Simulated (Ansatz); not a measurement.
**HfO2 (fluorite): energy over volume and axial ratio**

HfO2 (fluorite), conventional cell a = b = c = 5.098 Å, α = β = γ = 90.00°. The calculation uses the primitive cell of 3 atoms, to which meshes and values per cell refer.

The relaxed cell is deformed in two ways at once: its volume V is scaled, and at that volume it is stretched along z (the c axis of the conventional cell) so that c/a changes. Fractional atomic positions are held.

Calculation: PBE (plane waves to 420 eV, PAW, scalar-relativistic; Ansatz, a first-principles code). k mesh 11×11×11 (Γ-centred), Fermi-Dirac smearing 0.05 eV. Energies are smeared free energies. Compression counts positive. HfO2 is run without spin polarisation. HfO2 was relaxed with its symmetry unable to fall. Spin-orbit coupling is left out, though Hf is heavy. The PAW data are Ansatz's earlier set. This is a high-temperature form of HfO2. ΔE is measured from the relaxed starting cell.

ΔE (eV/atom), with V/V₀ across and (c/a)/(c/a)₀ down:

```
(c/a)/(c/a)₀ \ V/V₀   0.960   0.980   1.000   1.020   1.040
-------------------  ------  ------  ------  ------  ------
0.960                0.0320  0.0208  0.0172  0.0204  0.0297
0.980                0.0188  0.0078  0.0042  0.0075  0.0168
1.000                0.0146  0.0035  0.0000  0.0033  0.0127
1.020                0.0187  0.0076  0.0041  0.0073  0.0167
1.040                0.0307  0.0196  0.0160  0.0192  0.0285
```

P (GPa), with V/V₀ across and (c/a)/(c/a)₀ down:

| (c/a)/(c/a)₀ \ V/V₀ | 0.960 | 0.980 | 1.000 | 1.020 | 1.040 |
|---|---|---|---|---|---|
| 0.960 | 11.0 | 5.3 | 0.1 | -4.6 | -8.8 |
| 0.980 | 11.0 | 5.2 | 0.0 | -4.7 | -8.9 |
| 1.000 | 10.9 | 5.2 | 0.0 | -4.7 | -8.9 |
| 1.020 | 11.0 | 5.2 | 0.0 | -4.7 | -8.9 |
| 1.040 | 11.0 | 5.2 | 0.1 | -4.6 | -8.8 |

Key numbers:

Shear modulus C′ = (C11 − C12)/2 (fit, atoms clamped): 225 GPa
Lowest place on the grid: V/V₀ = 1.000, (c/a)/(c/a)₀ = 1.000 (0.0 meV/atom)
Highest place on the grid: V/V₀ = 0.960, (c/a)/(c/a)₀ = 0.960 (32.0 meV/atom)

The 25 points together took about 2.5 core-minutes (a rough figure).

(Under strain, the slope of the energy per volume gives the stress and its curvature an elastic modulus.)
